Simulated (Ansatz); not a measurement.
Values for one crystal, relaxed and computed with the program Ansatz at the r²SCAN level (PAW); other levels are named.

```yaml
volume_per_atom: 10.33 Å³
band_gap: 2.60 eV (indirect)
conduction_band_minimum: at M (3 equivalent valleys)
valence_band_maximum: at Γ
Hole effective mass, band 1 of 2 at the edge: 3.3 along x, 1.6 along z (mₑ)
smallest_direct_gap_on_the_standard_path: 3.78 eV
electron_effective_mass: 0.28, 0.31, 0.54 mₑ (principal values)
```

Task: Which compound is it?
(A) GdHSe, P-6m2 (Gd on 1a, H on 1c, Se on 1f)
(B) DyI3, P6_3/mmc (Dy on 2d, I on 6h)
(C) SiC, 4H polytype
(D) Na2S, anti-fluorite

Result: C, SiC, 4H polytype

Space group P6_3mc (4H polytype). The cell was relaxed with r²SCAN under the symmetry of its start.

Potentials: the later of the program's two PAW sets.
